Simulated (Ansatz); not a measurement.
Name crystals whose computed values (PBEsol in the plane-wave PAW code Ansatz) fall in these windows: highest Γ mode, no LO–TO term (cm⁻¹) 480 to 630; B₀ by P(V) fit (GPa) 73 to 91; electron conductivity mass (mₑ) 0.34 to 0.45.



```csv
crystal,"highest Γ mode, no LO–TO term (cm⁻¹)",B₀ by P(V) fit (GPa),electron conductivity mass (mₑ)
"BeSe, wurtzite",563,79.2,0.39
```
Others may fit too.

Typed or built starts, not in the databases checked: BeSe, wurtzite. The cell was relaxed under the symmetry of its start. Spin–orbit coupling is left out wherever it is not named.

Potentials: the earlier of the program's two PAW sets. The files were generated under PBE; for other functionals the program regenerates the frozen cores, and for LDA and PBEsol the local potential too.
